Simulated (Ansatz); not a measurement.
Relaxed GaP (zinc blende):

```xyz
4
Lattice="0.0000 5.4517 5.4517 2.7259 0.0000 2.7259 2.7259 2.7259 0.0000" Properties=species:S:1:pos:R:3 pbc="T T T"
P      4.0888     4.0888     4.0888
P      4.0888     6.8147     6.8147
Ga     0.0000     0.0000     0.0000
Ga     2.7259     5.4517     2.7259
```

A phonon eigenvector at L = (0.5, 0.0, 0.0) is frozen into this cell: atom i moves by Q times the vector below, so Q is the largest atomic displacement, in Å. The cell is held. (q is in reciprocal vectors of the primitive cell; the cell shown is doubled to hold the pattern.)

```json
[
 {"atom": "P1", "x": "0.099", "y": "-0.099", "z": "-0.099"},
 {"atom": "P2", "x": "-0.099", "y": "0.099", "z": "0.099"},
 {"atom": "Ga3", "x": "0.577", "y": "-0.577", "z": "-0.577"},
 {"atom": "Ga4", "x": "-0.577", "y": "0.577", "z": "0.577"}
]
```

Computed with r2SCAN (plane waves to 500 eV, PAW, scalar-relativistic; Ansatz, a quantum-chemistry and plane-wave program). k mesh 5×10×10 (Γ-centred), Fermi-Dirac smearing 0.05 eV. Energies are smeared free energies. GaP was relaxed with its symmetry unable to fall. The PAW data are Ansatz's earlier set. ΔE is measured from the undisplaced structure.

```json
[
 {"Q (Å)": "-0.2800", "ΔE (meV/cell)": "1115"},
 {"Q (Å)": "-0.2333", "ΔE (meV/cell)": "775"},
 {"Q (Å)": "-0.1867", "ΔE (meV/cell)": "withheld"},
 {"Q (Å)": "-0.1400", "ΔE (meV/cell)": "279"},
 {"Q (Å)": "-0.0933", "ΔE (meV/cell)": "124"},
 {"Q (Å)": "-0.0467", "ΔE (meV/cell)": "31"},
 {"Q (Å)": "0.0000", "ΔE (meV/cell)": "0"},
 {"Q (Å)": "0.0467", "ΔE (meV/cell)": "31"},
 {"Q (Å)": "0.0933", "ΔE (meV/cell)": "124"},
 {"Q (Å)": "0.1400", "ΔE (meV/cell)": "279"},
 {"Q (Å)": "0.1867", "ΔE (meV/cell)": "withheld"},
 {"Q (Å)": "0.2333", "ΔE (meV/cell)": "775"},
 {"Q (Å)": "0.2800", "ΔE (meV/cell)": "1115"}
]
```

Task: Fit an even polynomial form (powers 2, 4) to the given rows and predict ΔE at Q = 0.1867.

Result: Least squares on the 11 given rows: ΔE = (14260)·Q² + (-423.8)·Q⁴, in meV/cell with Q in Å; root-mean-square residual 0.2 meV/cell. At 0.1867 the fit gives 497 meV/cell; the calculation gives 496 meV/cell, so the interpolation is off by 1 (+0.2 %). The quadratic term alone would give 497 meV/cell.

(A displaced cell: forces are minus the slopes of the energy, force constants its curvatures, and phonons follow from these.)
